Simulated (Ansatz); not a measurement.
TaRu (L1₀ or tetragonal B2, P4/mmm) at seven volumes, LDA (plane waves, PAW; program Ansatz), shape and atoms relaxed at each. One row is withheld.

```
V (Å³/atom)  P (GPa)
-----------  -------
13.804         33.34
14.259         20.42
14.714          9.40
15.169          0.00
15.624         -8.00
16.079             ?
16.534        -20.60
```

Question: Fit the shown pressures and predict the withheld one.

Answer: P = (3/2)B₀(x^(7/2) − x^(5/2))[1 + (3/4)(B′ − 4)(x − 1)] with x = (V₀/V)^(2/3). Least squares on the six rows gives V₀ = 15.170 Å³/atom, B₀ = 288 GPa, B′ = 4.32. At V = 16.079, x = 0.9619 and P = -14.78 GPa. The run itself gave -14.81 GPa.

The first step of the workflow began from a Materials Project structure, measured or hypothetical; the Crystallography Open Database files this formula in space group No. 123, but the cells were not matched. Whether it is the stable phase at ambient conditions was not checked. The cell was relaxed with LDA under the symmetry of its start; of distortions, only those at the zone centre were tested. No spin polarisation was allowed. Scalar-relativistic: spin–orbit coupling is off unless named, which matters more the heavier the elements.

Potentials: the later of the program's two PAW sets.
